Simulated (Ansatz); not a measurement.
AlN in space group P6_3/mmc (No. 194; Al on 2d, N on 2c), a = b = 3.302 Å, c = 4.141 Å, α = β = 90.00°, γ = 120.00°.

Relaxed with PBEsol. PBEsol in the plane-wave PAW code Ansatz gives a gap of 3.32 eV.

**Question.** What gap does HSE06 give on the same cell (Ansatz, PAW)?

**Answer.** 4.69 eV, 1.37 eV more. The hybrid was solved on a coarser mesh and at special points; its gap is the smallest among all of these.

```
k  v1 PBEsol  c1 PBEsol  v1 HSE06  c1 HSE06
-  ---------  ---------  --------  --------
Γ       0.00       3.32      0.00      4.69
A      -2.51       5.69         ?         ?
K      -2.49       5.08         ?         ?
H      -0.79       6.81         ?         ?
M      -1.41       3.82     -1.51      5.21
L      -1.76       5.05         ?         ?
```

**Question.** Top valence (v1) and lowest conduction level (c1) in eV from each method's valence maximum (which need not be a listed point): supply the withheld HSE06 values.

**Answer.** 
- L, v1 HSE06: -1.85
- L, c1 HSE06: 6.47
- A, v1 HSE06: -2.70
- A, c1 HSE06: 7.17
- H, v1 HSE06: -0.86
- H, c1 HSE06: 8.37
- K, v1 HSE06: -2.67
- K, c1 HSE06: 6.45

Cost on shared cores: the PBEsol run (SCF on a 10×10×7 mesh, then bands and DOS) around 14 core-seconds (rough), the HSE06 run (SCF on 7×7×5, then a few points) very roughly 90 core-seconds; the tasks are unlike.

The workflow started from a Materials Project entry (that database holds measured and hypothetical structures alike); the Crystallography Open Database copy checked does not list it. It is not the phase usual at ambient conditions (space group No. 186, 216). Symmetry was held in the PBEsol relaxation; its stability against distortions is not shown here.

Potentials: the later of the program's two PAW sets.
